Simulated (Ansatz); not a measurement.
According to plane-wave PAW PBE (Ansatz code), GeMo2C in the hexagonal phase (P6_3/mmc; Ge on 2d, Mo on 4f, C on 2a) relaxes to a = 3.133 Å, c = 12.641 Å. C has 6 nearest neighbours from 2.13 Å (octahedral). Against the elements it lies at -0.086 eV/atom, with no fitted shifts.

Electronic character: metallic (no gap). Gap from PBE with spin–orbit coupling: none (metallic).

An equation-of-state fit gives a bulk modulus of 2080 kbar.

The start of the workflow was typed in or built on a structure type; neither database checked (COD, Materials Project) lists it. Whether it is the stable phase at ambient conditions was not checked. The PBE relaxation kept the symmetry of its start; whether a distortion lowers the energy is not shown. No spin polarisation was allowed. The references are the lowest solids computed at this level, not always the standard phases. Spin–orbit coupling is left out wherever it is not named.

Potentials: the earlier of the program's two PAW sets.
